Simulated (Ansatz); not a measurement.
GaPt$_{3}$:
```yaml
crystal:
  lattice:
    - [-2.74867, 2.74867, 3.96386]
    - [2.74867, -2.74867, 3.96386]
    - [2.74867, 2.74867, -3.96386]
  atoms:
    - { symbol: Ga, position: [0.25000, 0.75000, 0.50000] }
    - { symbol: Ga, position: [0.75000, 0.25000, 0.50000] }
    - { symbol: Pt, position: [0.29356, 0.20644, 0.50000] }
    - { symbol: Pt, position: [0.70644, 0.79356, 0.50000] }
    - { symbol: Pt, position: [0.20644, 0.70644, 0.91287] }
    - { symbol: Pt, position: [0.79356, 0.29356, 0.08713] }
    - { symbol: Pt, position: [0.25000, 0.25000, 0.00000] }
    - { symbol: Pt, position: [0.75000, 0.75000, 0.00000] }
```

Relaxed with r²SCAN. Special points in fractions of this cell's reciprocal vectors: Γ (0.000, 0.000, 0.000); X (0.000, 0.000, 0.500); P (0.250, 0.250, 0.250); N (0.000, 0.500, 0.000); M (0.500, 0.500, -0.500); S (0.370, 0.630, -0.370); S0 (-0.370, 0.370, 0.370); R (-0.240, 0.240, 0.500); G (0.500, 0.500, -0.240).

List the band energies nearest the Fermi level at these points for r²SCAN with spin–orbit coupling in the plane-wave PAW code Ansatz.

In eV from the Fermi level; about four levels below and three above (degenerate sets whole), none deeper than 8.9 eV; points with the same levels are listed once.

| k | below | above |
|---|---|---|
| Γ | -0.39 -0.39 -0.21 -0.21 | 0.11 0.11 0.37 0.37 |
| X | -0.75 -0.75 -0.46 -0.46 | 0.47 0.47 1.39 1.39 |
| P | -0.54 -0.54 -0.54 -0.54 | 2.38 2.38 2.38 2.38 |
| N | -0.52 -0.52 -0.52 -0.52 | 0.76 0.76 0.76 0.76 |
| M | -1.17 -1.17 -0.32 -0.32 | 0.41 0.41 1.64 1.64 |
| S | -0.58 -0.58 -0.17 -0.17 | 1.62 1.62 2.80 2.80 |
| R | -0.54 -0.54 -0.31 -0.31 | 2.32 2.32 2.76 2.76 |

Space group I4/mcm. The first step of the workflow began from a Materials Project structure, measured or hypothetical; the Crystallography Open Database copy checked does not list it. COD files the formula under space group No. 127, so this cell is another polymorph or a model. Its standing as an ambient phase is unchecked. The cell was relaxed with r²SCAN under the symmetry of its start; its stability against distortions is not shown here. The run is not spin-polarised.

Potentials: the later of the program's two PAW sets.
